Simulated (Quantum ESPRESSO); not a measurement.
Simulation results for SiGe6 (made-up cell, one site empty)

All values are calculated (Quantum ESPRESSO 7.5). Calculation on a made-up crystal cell, not a measurement: periodic Kohn-Sham density functional theory in plane waves with PseudoDojo standard norm-conserving scalar-relativistic pseudopotentials, each functional with its own files (v0.5 for PBE, v0.4.1 for LDA and PBEsol), no spin polarisation, no spin-orbit coupling, atoms not relaxed, stress positive in tension, energies less a fixed whole-eV offset for each atom's element; levels are Kohn-Sham levels at fractions of this cell's reciprocal vectors, counted from the reference band (half the neutral cell's valence electrons, rounded up) at Gamma; error bars cover cutoff and k-mesh only, not smearing or the files; added strain carries the atoms with the cell, and shear is the tensor component; each bar is the largest change over components, and at least 0.002 eV, 0.002 eV per angstrom or 0.02 GPa; energies are for the whole cell, and the offsets were chosen from early runs and are not element reference energies.

Common to all runs: lattice type zincblende/diamond; empty site 5; functional pbe; cutoff 1061 eV; fermi dirac smearing 0.1 eV; scf tolerance 1e-07 eV; electrons removed 0; added strain kind shear xy; k mesh 6 x 6 x 6, shifted by half a step.

```json
{"entry": 1, "formula": "SiGe6", "kind": "made-up cell, one site empty", "unstrained_structure": {"cell_angstrom": [[5.8004, -0.086, 0.0367], [-0.086, 5.735, -0.02], [0.0367, -0.02, 5.8522]], "atoms_fractional": [["Ge", 0.00527, -0.00801, 0.00414], ["Ge", -0.00041, 0.49223, 0.50483], ["Ge", 0.49715, -0.00522, 0.49481], ["Ge", 0.49584, 0.50091, 0.00366], ["Ge", 0.24623, 0.75817, 0.75061], ["Si", 0.74923, 0.25133, 0.74841], ["Ge", 0.75331, 0.74328, 0.25181]]}, "given": {"added_strain": 0.0208, "structure_shown": "before the added strain of 0.0208", "atom_site": [1, 2, 3, 4, 6, 7, 8], "atom_energy_offset [eV]": [-2430, -2430, -2430, -2430, -2430, -115, -2430]}, "results": {}}
{"entry": 2, "formula": "SiGe6", "kind": "made-up cell, one site empty", "unstrained_structure": {"cell_angstrom": [[5.8004, -0.086, 0.0367], [-0.086, 5.735, -0.02], [0.0367, -0.02, 5.8522]], "atoms_fractional": [["Ge", 0.00527, -0.00801, 0.00414], ["Ge", -0.00041, 0.49223, 0.50483], ["Ge", 0.49715, -0.00522, 0.49481], ["Ge", 0.49584, 0.50091, 0.00366], ["Ge", 0.24623, 0.75817, 0.75061], ["Si", 0.74923, 0.25133, 0.74841], ["Ge", 0.75331, 0.74328, 0.25181]]}, "given": {"added_strain": 0.0246, "structure_shown": "before the added strain of 0.0246", "atom_site": [1, 2, 3, 4, 6, 7, 8], "atom_energy_offset [eV]": [-2430, -2430, -2430, -2430, -2430, -115, -2430]}, "results": {}}
```

Question: Give the missing stress zz for SiGe6 (made-up cell, one site empty) (entry 1).
Answer: 3.524 GPa

Question: SiGe6 (made-up cell, one site empty) (entry 1): fermi level?
Answer: -0.3294 eV

Question: Give the table of levels values for SiGe6 (made-up cell, one site empty) (entry 1).
Answer: 
Levels:
```tsv
level k point	next band up (eV)
Gamma	0.5208
(1/2,1/2,1/2)	-0.198
(0.15,0,0)	0.4653
(0,0.15,0)	0.4726
(0,0,0.15)	0.4502
```

Question: Estimate the stress xy of SiGe6 (made-up cell, one site empty) (entry 2).
Answer: 0.7156 GPa

Question: Estimate the stress yy of SiGe6 (made-up cell, one site empty) (entry 2).
Answer: 2.718 GPa

Question: Estimate the stress xx of SiGe6 (made-up cell, one site empty) (entry 2).
Answer: 3.235 GPa

Further results for SiGe6 (made-up cell, one site empty) (entry 1):

| Item | Value |
| --- | --- |
| free energy less offsets | -0.9732 eV |
| smearing term minus ts | -0.07747 eV |
| scf iterations | 11 |
| pressure | -3.17 GPa |
| stress xx | 3.251 GPa |
| stress yy | 2.735 GPa |
| stress yz | -0.4539 GPa |
| stress xz | 1.326 GPa |
| stress xy | 0.4054 GPa |
| reference band | 44 |
| error bar energy | 0.003746 eV |
| error bar stress | 0.02 GPa |
| error bar force | 0.002708 eV/Å |
| error bar next band up | 0.002 eV |
| error bar fermi level | 0.009759 eV |
| error bars from | tighter rerun of a related cell |

Forces:
```tsv
site	x (eV/Å)	y (eV/Å)	z (eV/Å)
1	-0.655	0.953	-0.00953
2	0.1087	-0.103	0.06544
3	0.2183	0.7149	0.3164
4	0.1154	-0.3124	-0.2972
6	0.3261	-0.6654	-0.2408
7	-0.1278	-0.447	0.2554
8	0.01429	-0.1401	-0.08962
```

Further results for SiGe6 (made-up cell, one site empty) (entry 2):

| Property | Result |
| --- | --- |
| free energy less offsets | -0.9685 eV |
| smearing term minus ts | -0.07754 eV |
| scf iterations | 11 |
| pressure | -3.156 GPa |
| stress zz | 3.514 GPa |
| stress yz | -0.4867 GPa |
| stress xz | 1.334 GPa |
| fermi level | -0.326 eV |
| reference band | 44 |
| error bar energy | 0.003746 eV |
| error bar stress | 0.02 GPa |
| error bar force | 0.002708 eV/Å |
| error bar next band up | 0.002 eV |
| error bar fermi level | 0.009759 eV |
| error bars from | tighter rerun of this cell |

Forces:
```tsv
site	x (eV/Å)	y (eV/Å)	z (eV/Å)
1	-0.6941	0.945	0.03428
2	0.1289	-0.1284	0.1044
3	0.184	0.7351	0.3573
4	0.1396	-0.2921	-0.2621
6	0.3386	-0.6722	-0.2915
7	-0.1172	-0.4451	0.2303
8	0.02003	-0.1423	-0.1727
```

Levels:
```tsv
level k point	next band up (eV)
Gamma	0.5192
(1/2,1/2,1/2)	-0.1986
(0.15,0,0)	0.4697
(0,0.15,0)	0.4739
(0,0,0.15)	0.4369
```
